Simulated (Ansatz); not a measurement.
Data:

Relaxed LiCl (rock salt):

```
CELL_PARAMETERS angstrom
      0.00000     5.15039     5.15039
      2.57520     2.57520     5.15039
      2.57520     2.57520     0.00000
ATOMIC_POSITIONS crystal
  Cl 0.00000 0.00000 0.00000
  Cl 0.50000 0.00000 0.00000
  Li 0.00000 0.50000 0.50000
  Li 0.50000 0.50000 0.50000
```

A phonon eigenvector at X = (0.5, 0.5, 0.0) is frozen into this cell: atom i moves by Q times the vector below, so Q is the largest atomic displacement, in Å. The cell is held. (q is in reciprocal vectors of the primitive cell; the cell shown is doubled to hold the pattern.)

```
atom      x      y       z
----  -----  -----  ------
Cl1   0.000  0.000   0.011
Cl2   0.000  0.000  -0.011
Li3   0.000  0.000   1.000
Li4   0.000  0.000  -1.000
```

These are PBE (plane waves to 420 eV, PAW, scalar-relativistic; Ansatz, a quantum-chemistry and plane-wave program) values and carry that method's errors. k mesh 11×11×11 (Γ-centred), Fermi-Dirac smearing 0.05 eV. The energy includes the smearing's −TS. LiCl was relaxed with its symmetry unable to fall. ΔE is measured from the undisplaced structure.

The scan covers Q from -0.280 to 0.280 Å in 13 points.

Question: Which space group does the distorted structure have?

Answer: P4/nmm (No. 129), lowered from Fm-3m.

Question: Is this a single well or a double well?

Answer: A single well with its minimum at or next to zero displacement.

Question: What is the energy change at Q = 0.280 Å?

Answer: 107.4 meV/cell.

Question: What harmonic wavenumber does the curvature at Q = 0 give?

Answer: 209 cm⁻¹.

(A displaced cell: forces are minus the slopes of the energy, force constants its curvatures, and phonons follow from these.)
